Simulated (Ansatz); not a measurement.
LiNbO$_{3}$ (LiNbO3 type, space group R3c)

```yaml
crystal:
  lattice:
    - [2.56726, 1.48221, 4.60839]
    - [-2.56726, 1.48221, 4.60839]
    - [0.00000, -2.96442, 4.60839]
  atoms:
    - { symbol: Li, position: [0.70259, 0.70259, 0.70259] }
    - { symbol: Li, position: [0.20259, 0.20259, 0.20259] }
    - { symbol: Nb, position: [0.98497, 0.98497, 0.98497] }
    - { symbol: Nb, position: [0.48497, 0.48497, 0.48497] }
    - { symbol: O, position: [0.62340, 0.87401, 0.26474] }
    - { symbol: O, position: [0.87401, 0.26474, 0.62340] }
    - { symbol: O, position: [0.26474, 0.62340, 0.87401] }
    - { symbol: O, position: [0.76474, 0.37401, 0.12340] }
    - { symbol: O, position: [0.37401, 0.12340, 0.76474] }
    - { symbol: O, position: [0.12340, 0.76474, 0.37401] }
```

This relaxed cell (volume V₀) is scaled evenly in all directions, its shape held. The atoms relax within the cell's symmetry.

These are PBEsol (plane waves to 420 eV, PAW, scalar-relativistic; Ansatz, a quantum-chemistry and plane-wave program) values and carry that method's errors. k mesh 8×8×8 (Γ-centred), Fermi-Dirac smearing 0.05 eV. The energy includes the smearing's −TS. Compression counts positive. LiNbO3 is run without spin polarisation. LiNbO3 was relaxed with its symmetry unable to fall. The zero of ΔE is the relaxed starting cell.

### Question
Give the computed ΔE (kJ/mol of atoms) and P (GPa) at V/V₀ = 0.840, 0.936, 1.032, 1.064, 1.128.

### Answer
```
V/V₀   ΔE (kJ/mol of atoms)  P (GPa)
-----  --------------------  -------
0.840                 12.58     28.4
0.936                  1.68      8.8
1.032                  0.35     -3.3
1.064                  1.29     -5.8
1.128                  4.34     -8.7
```

(Under strain, the slope of the energy per volume gives the stress and its curvature an elastic modulus.)
